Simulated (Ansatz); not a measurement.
## Does relaxation matter for the field gradients of ZnS with Sn replacing Zn?

Start: a supercell of ZnS (space group P6_3mc) built from a COD entry, with all atoms left at the host's positions.

```xyz
48
Lattice="7.6454 0.0000 0.0000 -5.7340 9.9317 0.0000 0.0000 0.0000 12.5200" Properties=species:S:1:pos:R:3 pbc="T T T"
Zn    0.0000    0.0000    0.0000
Zn   -1.9113    3.3106    0.0000
Zn   -3.8227    6.6211    0.0000
Zn    3.8227    0.0000    0.0000
Zn    1.9114    3.3106    0.0000
Zn    0.0000    6.6211    0.0000
Zn    0.0000    0.0000    6.2600
Zn   -1.9113    3.3106    6.2600
Zn   -3.8227    6.6211    6.2600
Zn    3.8227    0.0000    6.2600
Zn    1.9114    3.3106    6.2600
Zn    0.0000    6.6211    6.2600
Sn    0.0000    2.2070    3.1300
Zn   -1.9114    5.5176    3.1300
Zn   -3.8227    8.8281    3.1300
Zn    3.8227    2.2070    3.1300
Zn    1.9113    5.5176    3.1300
Zn    0.0000    8.8281    3.1300
Zn    1.9114    1.1035    9.3900
Zn    0.0000    4.4141    9.3900
Zn   -1.9113    7.7246    9.3900
Zn    5.7341    1.1035    9.3900
Zn    3.8227    4.4141    9.3900
Zn    1.9114    7.7246    9.3900
S     0.0000    0.0000    2.3475
S    -1.9113    3.3106    2.3475
S    -3.8227    6.6211    2.3475
S     3.8227    0.0000    2.3475
S     1.9114    3.3106    2.3475
S     0.0000    6.6211    2.3475
S     0.0000    0.0000    8.6075
S    -1.9113    3.3106    8.6075
S    -3.8227    6.6211    8.6075
S     3.8227    0.0000    8.6075
S     1.9114    3.3106    8.6075
S     0.0000    6.6211    8.6075
S     0.0000    2.2070    5.4775
S    -1.9114    5.5176    5.4775
S    -3.8227    8.8281    5.4775
S     3.8227    2.2070    5.4775
S     1.9113    5.5176    5.4775
S     0.0000    8.8281    5.4775
S     1.9114    1.1035   11.7375
S     0.0000    4.4141   11.7375
S    -1.9113    7.7246   11.7375
S     5.7341    1.1035   11.7375
S     3.8227    4.4141   11.7375
S     1.9114    7.7246   11.7375
```

Atoms are numbered from 1 in the order listed; like atoms form one site, named after its first atom.

Method: Kohn–Sham DFT in Ansatz, PBE, plane waves and PAW, scalar-relativistic, 420 eV cutoff, Γ-centred 3×2×2 k-points, Fermi–Dirac smearing 0.01 eV.

The largest force at the start is 3.5 eV/Å. Relaxing the ions at fixed cell moves them by 0.607 Å at most (atom 13, Sn) and 0.174 Å rms.

```json
{"site": "Zn5", "atom": "5", "moved (Å)": "0.141", "first shell before": "4 S at 2.34–2.35 Å", "first shell after": "4 S at 2.31–2.34 Å", "V_zz before (10²¹ V/m²)": "1.12", "η before": "0.22"}
{"site": "Zn7", "atom": "7", "moved (Å)": "0.115", "first shell before": "4 S at 2.34–2.35 Å", "first shell after": "4 S at 2.32–2.35 Å", "V_zz before (10²¹ V/m²)": "0.88", "η before": "0.25"}
{"site": "Sn", "atom": "13", "moved (Å)": "0.607", "first shell before": "4 S at 2.34–2.35 Å", "first shell after": "4 S at 2.68–2.70 Å", "V_zz before (10²¹ V/m²)": "-1.03", "η before": "0.77"}
{"site": "Zn14", "atom": "14", "moved (Å)": "0.121", "first shell before": "4 S at 2.34–2.35 Å", "first shell after": "4 S at 2.32–2.34 Å", "V_zz before (10²¹ V/m²)": "0.98", "η before": "0.48"}
{"site": "Zn16", "atom": "16", "moved (Å)": "0.147", "first shell before": "4 S at 2.34–2.35 Å", "first shell after": "4 S at 2.33–2.36 Å", "V_zz before (10²¹ V/m²)": "0.91", "η before": "0.13"}
{"site": "Zn17", "atom": "17", "moved (Å)": "0.135", "first shell before": "4 S at 2.34–2.35 Å", "first shell after": "4 S at 2.31–2.35 Å", "V_zz before (10²¹ V/m²)": "0.90", "η before": "0.28"}
{"site": "S25", "atom": "25", "moved (Å)": "0.468", "first shell before": "3 Zn at 2.34–2.35 Å, 1 Sn at 2.34 Å", "first shell after": "3 Zn at 2.31–2.34 Å, 1 Sn at 2.68 Å", "V_zz before (10²¹ V/m²)": "0.77", "η before": "0.15"}
{"site": "S26", "atom": "26", "moved (Å)": "0.250", "first shell before": "1 Sn at 2.34 Å, 3 Zn at 2.34–2.35 Å", "first shell after": "3 Zn at 2.33–2.36 Å, 1 Sn at 2.70 Å", "V_zz before (10²¹ V/m²)": "0.85", "η before": "0.21"}
{"site": "S27", "atom": "27", "moved (Å)": "0.112", "first shell before": "4 Zn at 2.34–2.35 Å", "first shell after": "4 Zn at 2.31–2.34 Å", "V_zz before (10²¹ V/m²)": "0.36", "η before": "0.20"}
{"site": "S29", "atom": "29", "moved (Å)": "0.494", "first shell before": "3 Zn at 2.34–2.35 Å, 1 Sn at 2.34 Å", "first shell after": "3 Zn at 2.31–2.33 Å, 1 Sn at 2.68 Å", "V_zz before (10²¹ V/m²)": "0.80", "η before": "0.18"}
{"site": "S30", "atom": "30", "moved (Å)": "0.073", "first shell before": "4 Zn at 2.34–2.35 Å", "first shell after": "4 Zn at 2.32–2.34 Å", "V_zz before (10²¹ V/m²)": "0.28", "η before": "0.16"}
{"site": "S31", "atom": "31", "moved (Å)": "0.072", "first shell before": "4 Zn at 2.34–2.35 Å", "first shell after": "4 Zn at 2.32–2.35 Å", "V_zz before (10²¹ V/m²)": "0.41", "η before": "0.21"}
{"site": "S32", "atom": "32", "moved (Å)": "0.092", "first shell before": "4 Zn at 2.34–2.35 Å", "first shell after": "4 Zn at 2.31–2.33 Å", "V_zz before (10²¹ V/m²)": "0.47", "η before": "0.43"}
{"site": "S37", "atom": "37", "moved (Å)": "0.439", "first shell before": "3 Zn at 2.34 Å, 1 Sn at 2.35 Å", "first shell after": "3 Zn at 2.30–2.33 Å, 1 Sn at 2.68 Å", "V_zz before (10²¹ V/m²)": "0.84", "η before": "0.08"}
{"site": "S47", "atom": "47", "moved (Å)": "0.105", "first shell before": "4 Zn at 2.34–2.35 Å", "first shell after": "4 Zn at 2.31–2.35 Å", "V_zz before (10²¹ V/m²)": "0.34", "η before": "0.16"}
{"site": "S48", "atom": "48", "moved (Å)": "0.108", "first shell before": "4 Zn at 2.34–2.35 Å", "first shell after": "4 Zn at 2.32–2.34 Å", "V_zz before (10²¹ V/m²)": "0.27", "η before": "0.75"}
```

(1) What are V_zz and η after the relaxation?

Results:

(1) 

| site | atom | V_zz after | η after | change of V_zz |
| --- | --- | --- | --- | --- |
| Zn5 | 5 | -1.75 | 0.44 | – |
| Zn7 | 7 | -1.24 | 0.69 | – |
| Sn | 13 | 6.10 | 0.20 | – |
| Zn14 | 14 | 1.21 | 0.64 | – |
| Zn16 | 16 | 0.89 | 0.76 | – |
| Zn17 | 17 | -1.87 | 0.54 | – |
| S25 | 25 | -5.20 | 0.05 | -5.97 |
| S26 | 26 | 1.97 | 0.70 | +1.12 |
| S27 | 27 | -1.67 | 0.21 | – |
| S29 | 29 | -5.10 | 0.09 | -5.90 |
| S30 | 30 | -1.37 | 0.16 | -1.65 |
| S31 | 31 | -0.91 | 0.57 | -1.32 |
| S32 | 32 | -2.05 | 0.27 | -2.52 |
| S37 | 37 | -5.03 | 0.25 | -5.87 |
| S47 | 47 | -1.88 | 0.78 | – |
| S48 | 48 | -1.20 | 0.40 | -1.47 |

The largest change of V_zz along a kept axis is on S25, from 0.77 to -5.20. Small gradients that grow severalfold: S32 (0.47 to -2.05), S27 (0.36 to -1.67), S47 (0.34 to -1.88), S30 (0.28 to -1.37) and 1 more site. Where |V_zz| stays above 0.1 and the axes keep their order, η moves most on S26, from 0.21 to 0.70. On S29, Zn3 (not all in the table) V_xx and V_yy change places (or their axes turn by over 50°), so the two values of η hide a larger change. V_zz changes sign on S37 (same axis), S29 (axis turned by 11°), S25 (same axis), S32 (axis turned by 41°), S31 (axis turned by 31°), S30 (axis turned by 23°), S48 (axis turned by 26°), Zn3 (axis turned by 30°) (not all in the table). On Zn5, Sn, Zn14, Zn16, Zn17, Zn7, S27, S47 and 28 more sites (not all in the table) the largest principal value lies along another axis in the second run, so the two V_zz can't be compared directly. The table leaves out 32 of the 48 sites, with |V_zz| up to 1.56; their tensors move by 1.29 at most along any direction. The statements above cover all sites. The electronic state changes along with the positions (a gap opens), so the changes aren't those of geometry alone. The host's own positions weren't relaxed first, so part of the change far from the defect can be the host's relaxation.

The defect repeats with the cell of 48 atoms, so it feels its images: sites between two images don't show the values beside a lone defect, and zeros or small values of η there can come from the images' arrangement. S and Zn carry a gradient in the pure host already, so the values there aren't the defect's effect alone.
Before: The run isn't spin-polarised, and a state with spin may lie lower. The defect cell has no gap above 0.1 eV on its mesh, so the values can hang on the smearing and the k-mesh. Without spin–orbit coupling (the program notes it for Sn) the gradients can shift somewhat, as the gap is small. The neighbours have not yet relaxed around the defect (largest force 3.5 eV/Å), so the values at and beside it are those of a strained start, not of the defect in a real crystal.
After: Without spin–orbit coupling (the program notes it for Sn) the gradients are little affected as a rule: paired runs on crystals with a gap mostly move them by under 2 % at such atoms.
